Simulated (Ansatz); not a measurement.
Straining LiRh

Level of theory: DFT PBEsol, scalar-relativistic, plane waves, PAW (Ansatz 0.2.0). (420 eV cutoff, 18×18×10 k-mesh, Gaussian smearing of 0.10 eV, no spin polarisation)

Reference structure (relaxed):

```
Li Rh
1.0
     2.62566    0.00000    0.00000
    -1.31283    2.27389    0.00000
     0.00000    0.00000    4.32600
Li Rh
1 1
Direct
  0.00000 0.00000 0.50000
  0.66667 0.33333 0.00000
```

Deformation: biaxial strain in the a-b plane, with the length and tilt of c and the atoms relaxed, all within the symmetry that the strain leaves. Energies are extrapolated to zero smearing.

```
strain (%)  ΔE (meV/atom) a (Å) b (Å) c (Å)
      -6.0          159.5  2.468  2.468  4.389
      -4.0           65.1  2.521  2.521  4.371
      -2.0           15.0  2.573  2.573  4.349
      +0.0            0.0  2.626  2.626  4.326
      +2.0           12.9  2.678  2.678  4.299
      +4.0           47.5  2.731  2.731  4.271
      +6.0           98.9  2.783  2.783  4.239
```

Task: What stiffness (1/V) d²E/dε² at zero strain does a cubic fit over all points give?

Result: A cubic fit gives (1/V) d²E/dε² = 892 GPa at zero strain (twice the biaxial modulus).

Task: How does the free axis c answer a small strain?

Result: Between the innermost points its strain is -0.29 times the applied one.